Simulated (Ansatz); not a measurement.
Simulated powder pattern, Cu Kα, λ = 1.54184 Å (kinematic, ideal powder, no thermal factors, no anomalous dispersion; the 30 strongest lines at most, above 1 %, up to 2θ = 90°):

```tsv
2θ (°)	I/Imax (%)
31.16	100
36.14	51
52.03	37
61.91	44
64.99	13
76.68	6.1
85.06	19
87.82	18
```

The pattern belongs to a structure relaxed with DFT-r²SCAN+D4 in the program Ansatz with PAW potentials.

The compound is Pb.

**Question.** Give the crystal system and the lattice parameters.

**Answer.** cubic, Fm-3m; a = 4.971 Å.

The cell was relaxed with r²SCAN+D4 under the symmetry of its start. The pairwise dispersion correction was not fitted to metals. Spin–orbit coupling is left out wherever it is not named.

Potentials: the later of the program's two PAW sets.
